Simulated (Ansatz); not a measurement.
**Property card for WSe2**

All numbers below come from DFT PBE+D3(BJ), scalar-relativistic, plane waves, PAW (Ansatz 0.2.0).

Cutoff 420 eV; k points 12×12×2 on the computed 6-atom cell (Γ-centred); Gaussian smearing, width 0.02 eV; no spin polarisation.

The structure is relaxed at this level of theory with its symmetry kept.

It takes space group P6_3/mmc (No. 194, hexagonal). The conventional cell has a = 3.279 Å, b = 3.279 Å, c = 12.789 Å, α = 90.00°, β = 90.00°, γ = 120.00°. Around W (site symmetry -6m2) lie 6 Se at 2.53 Å. Around Se (site symmetry 3m) lie 3 W at 2.53 Å.

| Item | Value |
| --- | --- |
| Volume per atom | 19.85 Å³ |
| Kohn–Sham band gap | 0.87 eV, indirect from Γ to (0.180, 0.182, 0.000) |
| Löwdin character of the top 1 eV of the valence band | W 5d 61 %, Se 4p 34 % |
| Löwdin character of the lowest 1 eV of the conduction band | W 5d 64 %, Se 4p 28 % |
| Electron masses at the edge by Cartesian direction of the standard setting (m_e; degenerate bands sorted by energy; no spin-orbit coupling) | x: 0.49; y: 0.45; z: 0.40 |
| Hole masses at the edge by Cartesian direction of the standard setting (m_e; degenerate bands sorted by energy; no spin-orbit coupling) | x: 0.70; y: 0.70; z: 1.3 |
| Electronic dielectric constant xx, yy, zz of the standard setting (independent particles) | 16.2, 16.2, 11.4 |
| Bader charges (e) | W (2 in the cell) 1.07, Se (4 in the cell) -0.54 |

Spin-orbit coupling is left out, which matters for the bands of heavy elements.